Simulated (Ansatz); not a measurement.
CoLiO2:
```
CELL_PARAMETERS angstrom
      2.79521     0.00000     0.00000
     -1.39761     2.42073     0.00000
      0.00000     0.00000     4.79225
ATOMIC_POSITIONS crystal
  O  0.66667 0.33333 0.78285
  Co 0.00000 0.00000 0.00000
  O  0.33333 0.66667 0.21715
  Li 0.00000 0.00000 0.50000
```

Relaxed with PBE+D3(BJ). Special points in fractions of this cell's reciprocal vectors: Γ (0.000, 0.000, 0.000); M (0.500, 0.000, 0.000); K (0.333, 0.333, 0.000); A (0.000, 0.000, 0.500); L (0.500, 0.000, 0.500); H (0.333, 0.333, 0.500).

Question: List the band energies nearest the valence-band maximum at these points for DFT-PBE+D3(BJ) in the program Ansatz with PAW potentials.

Answer: In eV from the valence-band maximum; about four levels below and three above (degenerate sets whole), none deeper than 8.9 eV; … stands for higher levels left out; points with the same levels are listed once.

| k | below | above |
|---|---|---|
| Γ | -2.12 -2.12 -1.23 -1.23 -0.55 | 2.02 2.02 … |
| M | -3.59 -1.33 -0.51 -0.19 | 1.85 2.05 … |
| K | -4.37 -0.91 -0.18 -0.18 | 1.30 1.30 … |
| A | -2.17 -2.17 -1.24 -1.24 -0.27 | 2.08 2.08 … |
| L | -3.24 -1.53 -0.51 -0.24 | 1.77 1.88 … |
| H | -4.25 -4.25 -0.94 -0.33 -0.33 | 1.76 1.76 … |

Space group P-3m1. The cell is a constructed one: a structure type filled with these elements; neither database checked (COD, Materials Project) lists it. COD files the formula under space group No. 166, so this cell is another polymorph or a model. Its standing as an ambient phase is unchecked. The cell was relaxed with PBE+D3(BJ) under the symmetry of its start; of distortions, only those at the zone centre were tested. The workflow began spin-polarised and lost its moments. No Hubbard U is applied.

Potentials: the later of the program's two PAW sets.
